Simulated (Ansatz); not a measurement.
BN:
```yaml
crystal:
  lattice:
    - [0.00000, 1.78992, 1.78992]
    - [1.78992, 0.00000, 1.78992]
    - [1.78992, 1.78992, 0.00000]
  atoms:
    - { symbol: B, position: [0.00000, 0.00000, 0.00000] }
    - { symbol: N, position: [0.25000, 0.25000, 0.25000] }
```

Relaxed with LDA. Special points in fractions of this cell's reciprocal vectors: Γ (0.000, 0.000, 0.000); X (0.500, 0.000, 0.500); U (0.625, 0.250, 0.625); K (0.375, 0.375, 0.750); L (0.500, 0.500, 0.500); W (0.500, 0.250, 0.750).

List the band energies nearest the valence-band maximum at these points for LDA in the plane-wave PAW code Ansatz.

In eV from the valence-band maximum; about four levels below and three above (degenerate sets whole), none deeper than 8.9 eV; … stands for higher levels left out; points with the same levels are listed once.

```tsv
k	below	above
Γ	0.00 0.00 0.00	…
X	-5.07 -5.07	4.39 9.32 …
U	-8.23 -7.96 -4.22	6.89 13.04 …
L	-2.01 -2.01	10.58 …
W	-7.63 -7.25 -6.77	9.57 13.57 …
```

Space group F-43m (zinc blende). The cell was relaxed with LDA under the symmetry of its start.

Potentials: the earlier of the program's two PAW sets. The files were generated under PBE; for other functionals the program regenerates the frozen cores, and for LDA and PBEsol the local potential too.
